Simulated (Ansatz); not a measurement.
The start is a generated trial cell of Ta in the omega structure type. A full variable-cell relaxation at zero pressure is run with PBEsol (plane waves to 420 eV, PAW, scalar-relativistic; Ansatz, an electronic-structure program). The first steps use a coarse 8×8×11 k-mesh.

Input geometry:
```
Ta
1.0
    4.67599     0.00000     0.00000
   -2.33800     4.04953     0.00000
    0.00000     0.00000     2.84402
Ta
3
Direct
  0.00000   0.00000   0.00000
  0.33333   0.66667   0.50000
  0.66667   0.33333   0.50000
```

```yaml
outcome: The space group stays P6/mmm (No. 191) (the run could not lower it), with 3 atoms in the primitive cell
energy_released: 0.07 eV/atom
band_gap_at_the_end: zero (metallic)
optimiser_moves: 7
```

Relaxed structure:

Space group P6/mmm (No. 191); a = b = 4.8075 Å, c = 2.6960 Å, α = β = 90.00°, γ = 120.00°

```csv
atom,site,symmetry,x,y,z
Ta,1a,6/mmm,0.0000,0.0000,0.0000
Ta,2d,-6m2,0.3333,0.6667,0.5000
```

Final values are on a 11×11×17 k-mesh of the relaxed cell. No spin polarisation in the result.

The run could not lower the symmetry of its start; a shaken copy of this end point relaxes with PBEsol to Im-3m (No. 229), 0.24 eV/atom lower.

The relaxed structure here is a generated cell of Ta: the first start was made by placing the elements on the sites of a structure type, and the end was not matched to a known phase here, so it may be hypothetical. Known forms of Ta include space group No. 229.
